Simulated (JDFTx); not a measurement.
System: HfB2(1 0 -1 0) (P6/mmm bulk; lattice of mp-1994, not re-optimised at this level), 1x1 cell of 8 atoms in 8 planes (B outermost, slab composition Hf2B6), area 10.90 Å² a face, 5.8 Å between the outermost planes in a cell 22.3 Å high; k mesh 8×6×1, Fermi width 0.01 Ha, no spin polarisation. Whether this polymorph is the ambient one wasn't checked. Neither spin polarisation nor a larger cell was tried.

Profiles through the double layer of this slab, charged, in linear PCM (GLSSA13), water, 0.5 M NaCl; PBE, GBRV ultrasoft potentials, plane waves to 20/100 Ha, a modified build of JDFTx. z is the height above the outermost atoms, φ the plane-averaged electrostatic potential energy of an electron (zero in the bulk liquid), ρ_b the bound charge of solvent and ions, s the cavity shape function (0 in the solid, 1 in the liquid).

```
z (Å)  n (e/Å³)     s  φ (eV)  ρ_b (10⁻³ e/Å³)
-----  --------  ----  ------  ---------------
0.81     0.0810  0.00  -0.616             0.69
1.28     0.0226  0.01  -0.269             2.64
1.74     0.0059  0.16   0.006             0.06
2.21     0.0015  0.78   0.023             1.21
2.67     0.0004  1.00   0.021             0.49
3.13     0.0001  1.00   0.019             0.14
3.60     0.0000  1.00   0.017             0.04
4.06     0.0000  1.00   0.015             0.02
4.53     0.0000  1.00   0.014             0.01
4.99     0.0000  1.00   0.012             0.00
5.46     0.0000  1.00   0.011             0.00
5.92     0.0000  1.00   0.010             0.00
6.39     0.0000  1.00   0.009             0.00
6.85     0.0000  1.00   0.008             0.00
7.32     0.0000  1.00   0.007             0.00
7.78     0.0000  1.00   0.006             0.00
```

**Question.** Is the electrode positively or negatively charged, and roughly by how much?

**Answer.** Negatively: σ = -4.0 μC/cm² per face. The liquid's bound charge is of the opposite sign overall, and far from the surface φ decays with the screening length (4.3 Å).
